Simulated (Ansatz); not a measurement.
BaAg₂Ge₂:
```
BaAg2Ge2
1.0
   -2.28093     2.28093     5.31387
    2.28093    -2.28093     5.31387
    2.28093     2.28093    -5.31387
Ge Ag Ba
2 2 1
Direct
  0.38117   0.38117   0.00000
  0.61883   0.61883   0.00000
  0.75000   0.25000   0.50000
  0.25000   0.75000   0.50000
  0.00000   0.00000   0.00000
```

Relaxed with PBEsol. Special points in fractions of this cell's reciprocal vectors: Γ (0.000, 0.000, 0.000); X (0.000, 0.000, 0.500); P (0.250, 0.250, 0.250); N (0.000, 0.500, 0.000); M (0.500, 0.500, -0.500); S (0.296, 0.704, -0.296); S0 (-0.296, 0.296, 0.296); R (-0.092, 0.092, 0.500); G (0.500, 0.500, -0.092).

### Question
List the band energies nearest the Fermi level at these points for PBEsol (plane waves, PAW; program Ansatz).

### Answer
In eV from the Fermi level; about four levels below and three above (degenerate sets whole), none deeper than 8.9 eV; points with the same levels are listed once.

| k | below | above |
|---|---|---|
| Γ | -3.66 -3.25 -1.12 -1.12 | 0.54 0.83 0.83 |
| X | -2.34 -2.28 -1.00 -0.92 | 2.28 3.91 4.21 |
| P | -2.31 -2.31 -2.25 -0.98 -0.98 | 1.46 4.88 4.88 |
| N | -4.51 -3.27 -2.60 -0.75 | 0.65 1.40 1.49 |
| M | -4.17 -3.66 -1.12 -1.12 | 0.39 0.42 1.52 |
| S | -4.11 -0.82 -0.72 -0.60 | 1.83 2.51 2.63 |
| R | -2.26 -1.96 -1.17 -0.70 | 2.26 3.85 4.09 |

Space group I4/mmm. The workflow started from an entry of the Crystallography Open Database (COD). Whether it is the stable phase at ambient conditions was not checked. The PBEsol relaxation kept the symmetry of its start; whether a distortion lowers the energy is not shown. No spin polarisation was allowed. Spin–orbit coupling is left out wherever it is not named.

Potentials: the later of the program's two PAW sets.
